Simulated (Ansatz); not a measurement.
LaAl$_{2}$Zn$_{2}$ in space group I4/mmm (No. 139; Al on 4d, La on 2a, Zn on 4e), DFT-r²SCAN in the program Ansatz with PAW potentials, all energies at zero smearing, with the estimated change up to a 700 eV cutoff added, with one set of potentials and settings (totals compare only within such a set). Cell of 5 atoms (2 Al, 1 La, 2 Zn): -13999.377 eV.

```csv
element,reference phase,E (eV/atom)
Al,"Fm-3m, 1 atoms in the cell",-540.4083
La,"P6_3/mmc, 4 atoms in the cell",-6264.6784
Zn,"P6_3/mmc, 2 atoms in the cell",-3325.6729
```

Formation energy per atom, worked out: (-13999.377 − 2×(-540.4083) − 1×(-6264.6784) − 2×(-3325.6729))/5 = -0.507 eV/atom (-49 kJ per mol of atoms), at 0 K, without zero-point energy or fitted corrections.

The workflow started from an entry of the Crystallography Open Database (COD). Its standing as an ambient phase is unchecked. The r²SCAN relaxation kept the symmetry of its start; its stability against distortions is not shown here. The references are the lowest solids computed at this level, not always the standard phases. Spin–orbit coupling is left out wherever it is not named.

Potentials: the later of the program's two PAW sets.
